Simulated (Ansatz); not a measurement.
The calculation used DFT PBE, scalar-relativistic, plane waves, PAW in Ansatz. Settings: cutoff 420 eV, Γ-centred meshes spaced at most about 0.3 Å⁻¹, and about 0.25 Å⁻¹ or finer for metals (2π included), Gaussian smearing. Collinear spin in cells that started with moments and kept them past the coarse steps, no spin elsewhere.

Temperature and zero-point effects are left out.

Compare these two cells of ZrWS3, each relaxed at this level.

A. (no spin)

```yaml
crystal:
  lattice:
    - [2.35158, -5.45977, 0.00000]
    - [2.35158, 5.45977, 0.00000]
    - [0.00000, 0.00000, 4.75295]
  atoms:
    - { symbol: Zr, position: [0.00000, 0.00000, 0.50000] }
    - { symbol: W, position: [0.50000, 0.50000, 0.00000] }
    - { symbol: S, position: [0.28764, 0.71236, 0.00000] }
    - { symbol: S, position: [0.71236, 0.28764, 0.00000] }
    - { symbol: S, position: [0.00000, 0.00000, 0.00000] }
```

B. (site moments W 3.7 μB)

```yaml
crystal:
  lattice:
    - [4.91724, 0.00000, 0.00000]
    - [0.00000, 4.91724, 0.00000]
    - [0.00000, 0.00000, 4.91724]
  atoms:
    - { symbol: Zr, position: [0.50000, 0.50000, 0.50000] }
    - { symbol: W, position: [0.00000, 0.00000, 0.00000] }
    - { symbol: S, position: [0.50000, 0.50000, 0.00000] }
    - { symbol: S, position: [0.00000, 0.50000, 0.50000] }
    - { symbol: S, position: [0.50000, 0.00000, 0.50000] }
```

Task: Which is lower in energy, and by how much?

Result: A is lower, by 209 meV/atom. A has space group Cmmm (No. 65), 24.4 Å³/atom and no gap on its mesh; B has the cubic perovskite type, space group Pm-3m (No. 221), 23.8 Å³/atom and no gap. Counting S atoms around W and Zr (those within 1.25 times the shortest such distance or 1.15 times the sum of covalent radii; the shortest distance is added where it is long for a bond), A has Zr 2, W 4 and B has Zr 6, W 12 from 3.5 Å. Their magnetic states differ too. Even the lower one lies +0.28 eV/atom against the reference forms of the elements (uncorrected), so neither is stable at this level. In A, Zr is surrounded by 2 S at 2.38 Å and 4 W at 3.34 Å; W is surrounded by 4 S at 2.32–2.35 Å and 4 Zr at 3.34 Å; S on a site of symmetry m2m is surrounded by 1 W at 2.32 Å and 2 S at 2.49 Å; 1 more site not described. In B, around Zr lie 6 S at 2.46 Å; W is surrounded by 12 S at 3.48 Å; S has 2 Zr at 2.46 Å, 4 W at 3.48 Å and 8 S at 3.48 Å. Both come from invented guesses. A third cell relaxed alike, in P-6m2, lies 1.04 eV/atom below the lower of the two.

Spin–orbit coupling, which can matter for W, is left out. Another magnetic order may lie lower. Cells relaxed within their symmetry can be saddle points.
